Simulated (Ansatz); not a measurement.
Relaxation of a generated trial cell of TiAl3 in the AFLOW prototype AB3_hP8_182_c_g (as in Fe3C); 8 atoms in the cell, which starts as P6₃22 (No. 182), hP8; a = b = 5.475 Å, c = 4.747 Å, α = β = 90.00°, γ = 120.00°. Level of theory: PBEsol (plane waves to 420 eV, PAW, scalar-relativistic; Ansatz, a quantum-chemistry and plane-wave program). Γ-centred k-mesh 7×7×7 on the run's cell (coarser than for final values), Fermi–Dirac smearing 0.05 eV. This is the first round of the run. 

The optimiser's lines from the output (shortened; P is positive under compression):

```
relax step   1: F+E_penalty+E_count = -8082.15094669 eV  Δ(F+E_penalty+E_count) = +0.000e0 eV  max|allowed force component| = 3.751e0 eV/Å  Δτ_max = 0.0000 Å  P = +37.384 GPa  Ω = 123.230 Å³  (6 SCF iters, dr2 threshold 1.00e-7 eV, accepted)
relax step   2: F+E_penalty+E_count = -8087.64261941 eV  Δ(F+E_penalty+E_count) = -5.492e0 eV  max|allowed force component| = 2.151e0 eV/Å  Δτ_max = 0.1834 Å  P = +17.113 GPa  Ω = 137.038 Å³  (8 SCF iters, dr2 threshold 8.00e-7 eV, accepted)
relax step   3: F+E_penalty+E_count = -8090.25526047 eV  Δ(F+E_penalty+E_count) = -2.613e0 eV  max|allowed force component| = 3.403e-1 eV/Å  Δτ_max = 0.1933 Å  P = +7.823 GPa  Ω = 146.742 Å³  (9 SCF iters, dr2 threshold 8.00e-7 eV, accepted)
relax step   4: F+E_penalty+E_count = -8090.89731398 eV  Δ(F+E_penalty+E_count) = -6.421e-1 eV  max|allowed force component| = 1.858e-2 eV/Å  Δτ_max = 0.0320 Å  P = +1.471 GPa  Ω = 156.450 Å³  (6 SCF iters, dr2 threshold 8.00e-7 eV, accepted)
relax step   5: F+E_penalty+E_count = -8091.07911776 eV  Δ(F+E_penalty+E_count) = -1.818e-1 eV  max|allowed force component| = 2.990e-1 eV/Å  Δτ_max = 0.0194 Å  P = -0.010 GPa  Ω = 157.466 Å³  (6 SCF iters, dr2 threshold 8.00e-7 eV, accepted)
relax step   6: F+E_penalty+E_count = -8091.13946997 eV  Δ(F+E_penalty+E_count) = -6.035e-2 eV  max|allowed force component| = 1.273e-1 eV/Å  Δτ_max = 0.0274 Å  P = +0.506 GPa  Ω = 154.527 Å³  (6 SCF iters, dr2 threshold 8.00e-7 eV, accepted)
relax step   7: F+E_penalty+E_count = -8091.14527226 eV  Δ(F+E_penalty+E_count) = -5.802e-3 eV  max|allowed force component| = 2.793e-2 eV/Å  Δτ_max = 0.0163 Å  P = -0.382 GPa  Ω = 155.955 Å³  (6 SCF iters, dr2 threshold 8.00e-7 eV, accepted)
relax step   8: F+E_penalty+E_count = -8091.14669316 eV  Δ(F+E_penalty+E_count) = -1.421e-3 eV  max|allowed force component| = 7.660e-4 eV/Å  Δτ_max = 0.0021 Å  P = -0.043 GPa  Ω = 155.257 Å³  (6 SCF iters, dr2 threshold 6.54e-7 eV, accepted)
relax step   9: F+E_penalty+E_count = -8091.14722126 eV  Δ(F+E_penalty+E_count) = -5.281e-4 eV  max|allowed force component| = 5.928e-3 eV/Å  Δτ_max = 0.0016 Å  P = +0.004 GPa  Ω = 155.022 Å³  (6 SCF iters, dr2 threshold 5.34e-8 eV, accepted)
relax step  10: F+E_penalty+E_count = -8091.14929686 eV  Δ(F+E_penalty+E_count) = -2.076e-3 eV  max|allowed force component| = 1.414e-2 eV/Å  Δτ_max = 0.0075 Å  P = +0.049 GPa  Ω = 154.395 Å³  (6 SCF iters, dr2 threshold 1.23e-8 eV, accepted)
relax step  11: F+E_penalty+E_count = -8091.16333130 eV  Δ(F+E_penalty+E_count) = -1.403e-2 eV  max|allowed force component| = 3.357e-2 eV/Å  Δτ_max = 0.0164 Å  P = +0.156 GPa  Ω = 153.043 Å³  (6 SCF iters, dr2 threshold 3.63e-8 eV, accepted)
relax step  12: F+E_penalty+E_count = -8091.20186119 eV  Δ(F+E_penalty+E_count) = -3.853e-2 eV  max|allowed force component| = 1.621e-1 eV/Å  Δτ_max = 0.0314 Å  P = +0.344 GPa  Ω = 150.146 Å³  (6 SCF iters, dr2 threshold 3.49e-7 eV, accepted)
relax step  13: F+E_penalty+E_count = -8091.37686496 eV  Δ(F+E_penalty+E_count) = -1.750e-1 eV  max|allowed force component| = 3.681e-1 eV/Å  Δτ_max = 0.0431 Å  P = +0.316 GPa  Ω = 146.866 Å³  (6 SCF iters, dr2 threshold 8.00e-7 eV, accepted)
relax step  14: F+E_penalty+E_count = -8091.79008871 eV  Δ(F+E_penalty+E_count) = -4.132e-1 eV  max|allowed force component| = 4.706e-1 eV/Å  Δτ_max = 0.0555 Å  P = +0.182 GPa  Ω = 142.552 Å³  (6 SCF iters, dr2 threshold 8.00e-7 eV, accepted)
relax step  15: F+E_penalty+E_count = -8092.32339031 eV  Δ(F+E_penalty+E_count) = -5.333e-1 eV  max|allowed force component| = 4.360e-1 eV/Å  Δτ_max = 0.0589 Å  P = +0.374 GPa  Ω = 137.308 Å³  (6 SCF iters, dr2 threshold 8.00e-7 eV, accepted)
relax step  16: F+E_penalty+E_count = -8092.83849261 eV  Δ(F+E_penalty+E_count) = -5.151e-1 eV  max|allowed force component| = 2.670e-1 eV/Å  Δτ_max = 0.0535 Å  P = +1.290 GPa  Ω = 131.407 Å³  (7 SCF iters, dr2 threshold 8.00e-7 eV, accepted)
relax step  17: F+E_penalty+E_count = -8092.87089829 eV  Δ(F+E_penalty+E_count) = -3.241e-2 eV  max|allowed force component| = 6.940e-2 eV/Å  Δτ_max = 0.0574 Å  P = +1.951 GPa  Ω = 126.470 Å³  (7 SCF iters, dr2 threshold 8.00e-7 eV, accepted)
relax step  18: F+E_penalty+E_count = -8092.95997794 eV  Δ(F+E_penalty+E_count) = -8.908e-2 eV  max|allowed force component| = 1.338e-1 eV/Å  Δτ_max = 0.0030 Å  P = -0.302 GPa  Ω = 131.454 Å³  (6 SCF iters, dr2 threshold 8.00e-7 eV, accepted)
relax step  19: F+E_penalty+E_count = -8092.97684720 eV  Δ(F+E_penalty+E_count) = -1.687e-2 eV  max|allowed force component| = 5.181e-2 eV/Å  Δτ_max = 0.0154 Å  P = -0.928 GPa  Ω = 130.889 Å³  (6 SCF iters, dr2 threshold 8.00e-7 eV, accepted)
relax step  20: F+E_penalty+E_count = -8092.97962116 eV  Δ(F+E_penalty+E_count) = -2.774e-3 eV  max|allowed force component| = 8.347e-3 eV/Å  Δτ_max = 0.0028 Å  P = +0.677 GPa  Ω = 129.543 Å³  (6 SCF iters, dr2 threshold 8.00e-7 eV, accepted)
relax step  21: F+E_penalty+E_count = -8092.98093882 eV  Δ(F+E_penalty+E_count) = -1.318e-3 eV  max|allowed force component| = 1.462e-5 eV/Å  Δτ_max = 0.0015 Å  P = +0.010 GPa  Ω = 130.150 Å³  (6 SCF iters, dr2 threshold 8.00e-7 eV, accepted)
relax step  22: F+E_penalty+E_count = -8094.04619967 eV  Δ(F+E_penalty+E_count) = -1.065e0 eV  max|allowed force component| = 3.317e-3 eV/Å  Δτ_max = 0.0000 Å  P = +6.846 GPa  Ω = 130.150 Å³  stress off target by 1.01e1 GPa  SCF on the basis re-selected at this cell (its energy is not comparable with the rows above)  (9 SCF iters)
relax step  23: F+E_penalty+E_count = -8094.33154533 eV  Δ(F+E_penalty+E_count) = -2.853e-1 eV  max|allowed force component| = 2.402e-2 eV/Å  Δτ_max = 0.0177 Å  P = +1.580 GPa  Ω = 136.293 Å³  (6 SCF iters, dr2 threshold 8.00e-7 eV, accepted)
relax step  24: F+E_penalty+E_count = -8094.35624392 eV  Δ(F+E_penalty+E_count) = -2.470e-2 eV  max|allowed force component| = 6.659e-3 eV/Å  Δτ_max = 0.0044 Å  P = -0.263 GPa  Ω = 138.812 Å³  (6 SCF iters, dr2 threshold 8.00e-7 eV, accepted)
relax step  25: F+E_penalty+E_count = -8094.35697523 eV  Δ(F+E_penalty+E_count) = -7.313e-4 eV  max|allowed force component| = 5.501e-5 eV/Å  Δτ_max = 0.0014 Å  P = +0.035 GPa  Ω = 138.283 Å³  (6 SCF iters, dr2 threshold 3.13e-7 eV, accepted)
relax step  26: F+E_penalty+E_count = -8094.35695340 eV  Δ(F+E_penalty+E_count) = +2.183e-5 eV  max|allowed force component| = 1.523e-4 eV/Å  Δτ_max = 0.0001 Å  P = +0.001 GPa  Ω = 138.342 Å³  (6 SCF iters, dr2 threshold 5.75e-9 eV, accepted)
relax step  27: F+E_penalty+E_count = -8094.36124758 eV  Δ(F+E_penalty+E_count) = -4.294e-3 eV  max|allowed force component| = 1.912e-4 eV/Å  Δτ_max = 0.0000 Å  P = +0.021 GPa  Ω = 138.342 Å³  stress off target by 4.41e-2 GPa  SCF on the basis re-selected at this cell (its energy is not comparable with the rows above)  (6 SCF iters)
relax step  28: F+E_penalty+E_count = -8094.36125219 eV  Δ(F+E_penalty+E_count) = -4.612e-6 eV  max|allowed force component| = 2.239e-6 eV/Å  Δτ_max = 0.0002 Å  P = -0.001 GPa  Ω = 138.372 Å³  (6 SCF iters, dr2 threshold 4.87e-9 eV, accepted)
relax step  29: F+E_penalty+E_count = -8094.36126588 eV  Δ(F+E_penalty+E_count) = -1.369e-5 eV  max|allowed force component| = 4.945e-7 eV/Å  Δτ_max = 0.0000 Å  P = -0.001 GPa  Ω = 138.372 Å³  stress off target by 9.83e-4 GPa  SCF on the basis re-selected at this cell (its energy is not comparable with the rows above)  (8 SCF iters)
```

From the first to the last row the energy changes by -1.53 eV/atom and the volume by +12.3 %. The last row is marked as not comparable with the walk above it, whose basis was carried along; it does compare with step 1, since both stand on a basis selected at the nominal cutoff for their own cell.

Energy and pressure jump between steps 21 and 22 at one geometry, where the plane-wave basis was selected anew. While the cell walks, the set of plane waves is carried along, so its effective cutoff drifts with the strain; re-selecting it at 420 eV moved the energy by -0.133 eV/atom and the pressure by 6.8 GPa. Only step 1 and rows on a re-selected basis compare with each other.

Later rounds, restarted from the end of this one on a renewed k-mesh, logged 8 more steps and released under 0.01 eV/atom more. The final structure after all rounds: P6₃22 (No. 182), hP8; a = 7.4828 Å, b = 7.4828 Å, c = 2.8596 Å, α = 90.00°, β = 90.00°, γ = 120.00°. Between re-selections the logged energies stand on a plane-wave basis carried along with the cell. No spin polarisation in the result. A magnetic state may lie lower.

The run could not lower the symmetry of its start; a shaken copy of this end point relaxes with PBEsol to P2₁/m (No. 11), 0.30 eV/atom lower.

The relaxed structure here is a generated cell of TiAl3: the first start was made by placing the elements on the sites of a structure type, and the end was not matched to a known phase here, so it may be hypothetical. Known forms of TiAl3 include space group No. 139.
